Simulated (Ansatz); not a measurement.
The relaxed structure here is a generated cell of YGe2: the first start was made by placing the elements on the sites of a structure type, and the end was not matched to a known phase here, so it may be hypothetical.

Relaxation of a generated cell, YGe2 built in the C54 structure type; 6 atoms in the cell, which starts as Fddd, origin choice 1 (No. 70), oF24; a = 5.451 Å, b = 9.389 Å, c = 9.711 Å, α = β = γ = 90.00°. Method: r2SCAN (plane waves to 500 eV, PAW, scalar-relativistic; Ansatz, a program for electronic structure). Γ-centred k-mesh 6×6×6 on the run's cell (coarser than for final values), Fermi–Dirac smearing 0.05 eV. This is the first round of the run. 

The optimiser's lines from the output (shortened; P is positive under compression):

```
relax step   1: F+E_penalty+E_count = -24933.51927928 eV  Δ(F+E_penalty+E_count) = +0.000e0 eV  max|allowed force component| = 3.517e-1 eV/Å  Δτ_max = 0.0000 Å  P = +2.279 GPa  Ω = 124.247 Å³  (7 SCF iters, dr2 threshold 1.00e-7 eV, accepted)
relax step   2: F+E_penalty+E_count = -24933.67551066 eV  Δ(F+E_penalty+E_count) = -1.562e-1 eV  max|allowed force component| = 4.348e-1 eV/Å  Δτ_max = 0.1005 Å  P = -2.512 GPa  Ω = 131.540 Å³  (8 SCF iters, dr2 threshold 6.00e-7 eV, accepted)
relax step   3: F+E_penalty+E_count = -24933.72646973 eV  Δ(F+E_penalty+E_count) = -5.096e-2 eV  max|allowed force component| = 6.053e-1 eV/Å  Δτ_max = 0.1936 Å  P = -1.524 GPa  Ω = 132.528 Å³  (9 SCF iters, dr2 threshold 6.00e-7 eV, accepted)
relax step   4: F+E_penalty+E_count = -24933.82032711 eV  Δ(F+E_penalty+E_count) = -9.386e-2 eV  max|allowed force component| = 3.185e-1 eV/Å  Δτ_max = 0.1226 Å  P = -0.830 GPa  Ω = 128.854 Å³  (7 SCF iters, dr2 threshold 6.00e-7 eV, accepted)
relax step   5: F+E_penalty+E_count = -24933.85928273 eV  Δ(F+E_penalty+E_count) = -3.896e-2 eV  max|allowed force component| = 6.664e-3 eV/Å  Δτ_max = 0.0668 Å  P = +0.413 GPa  Ω = 128.208 Å³  (7 SCF iters, dr2 threshold 6.00e-7 eV, accepted)
relax step   6: F+E_penalty+E_count = -24933.86889670 eV  Δ(F+E_penalty+E_count) = -9.614e-3 eV  max|allowed force component| = 2.852e-3 eV/Å  Δτ_max = 0.0082 Å  P = +0.140 GPa  Ω = 128.827 Å³  (6 SCF iters, dr2 threshold 6.00e-7 eV, accepted)
relax step   7: F+E_penalty+E_count = -24933.86906221 eV  Δ(F+E_penalty+E_count) = -1.655e-4 eV  max|allowed force component| = 3.317e-4 eV/Å  Δτ_max = 0.0003 Å  P = +0.012 GPa  Ω = 129.055 Å³  (4 SCF iters, dr2 threshold 1.81e-7 eV, accepted)
relax step   8: F+E_penalty+E_count = -24933.86909509 eV  Δ(F+E_penalty+E_count) = -3.287e-5 eV  max|allowed force component| = 1.245e-3 eV/Å  Δτ_max = 0.0015 Å  P = +0.004 GPa  Ω = 129.144 Å³  (6 SCF iters, dr2 threshold 1.31e-8 eV, accepted)
relax step   9: F+E_penalty+E_count = -24933.87078802 eV  Δ(F+E_penalty+E_count) = -1.693e-3 eV  max|allowed force component| = 1.326e-3 eV/Å  Δτ_max = 0.0000 Å  P = +0.009 GPa  Ω = 129.144 Å³  stress off target by 1.50e-2 GPa  SCF on the basis re-selected at this cell (its energy is not comparable with the rows above)  (7 SCF iters)
```

From the first to the last row the energy changes by -0.06 eV/atom and the volume by +3.9 %. The last row is marked as not comparable with the walk above it, whose basis was carried along; it does compare with step 1, since both stand on a basis selected at the nominal cutoff for their own cell.

Later rounds, restarted from the end of this one on a renewed k-mesh, logged 5 more steps and released under 0.01 eV/atom more. The final structure after all rounds: Fddd, origin choice 1 (No. 70), oF24, AFLOW prototype A2B_oF24_70_e_a (C54, as in TiSi2); a = 5.5852 Å, b = 9.4403 Å, c = 9.7917 Å, α = β = γ = 90.00°. Between re-selections the logged energies stand on a plane-wave basis carried along with the cell. No spin polarisation in the result.

The run could not lose the symmetry of its start; a randomly shaken copy of 12 atoms returns to this structure.
